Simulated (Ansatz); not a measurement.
Starting cell, PbBrF (space group P4/nmm):

```
CELL_PARAMETERS angstrom
      4.10128     0.00000     0.00000
      0.00000     4.10128     0.00000
      0.00000     0.00000     7.38339
ATOMIC_POSITIONS crystal
  Pb 0.00000 0.50000 0.80498
  Pb 0.50000 0.00000 0.19502
  Br 0.50000 0.00000 0.64626
  Br 0.00000 0.50000 0.35374
  F  0.50000 0.50000 0.00000
  F  0.00000 0.00000 0.00000
```

A phonon eigenvector at Γ is frozen into this cell: atom i moves by Q times the vector below, so Q is the largest atomic displacement, in Å. The cell is held. It is one choice among 2 degenerate patterns.

```csv
atom,x,y,z
Pb1,0.000,-0.006,0.000
Pb2,0.000,0.006,0.000
Br3,0.000,0.044,0.000
Br4,0.000,-0.044,0.000
F5,0.000,1.000,0.000
F6,0.000,-1.000,0.000
```

Method: LDA (plane waves to 420 eV, PAW, scalar-relativistic; Ansatz, a first-principles code). k mesh 8×8×5 (Γ-centred), Fermi-Dirac smearing 0.05 eV. E stands for the smeared free energy. PbBrF was relaxed with its symmetry unable to fall. Spin-orbit coupling is left out, though Pb is heavy. ΔE is measured from the undisplaced structure.

```json
[
 {"Q (Å)": "-0.280", "ΔE (meV/cell)": "315"},
 {"Q (Å)": "-0.187", "ΔE (meV/cell)": "135"},
 {"Q (Å)": "-0.093", "ΔE (meV/cell)": "33"},
 {"Q (Å)": "0.000", "ΔE (meV/cell)": "0"},
 {"Q (Å)": "0.093", "ΔE (meV/cell)": "33"},
 {"Q (Å)": "0.187", "ΔE (meV/cell)": "135"},
 {"Q (Å)": "0.280", "ΔE (meV/cell)": "315"}
]
```

Q: Which DFPT wavenumber at Γ belongs to this mode?
A) 271 cm⁻¹
B) 231 cm⁻¹
C) 98 cm⁻¹
D) 48 cm⁻¹

A: B, 231 cm⁻¹. The curvature of the scan gives 231 cm⁻¹

(A displaced cell: forces are minus the slopes of the energy, force constants its curvatures, and phonons follow from these.)
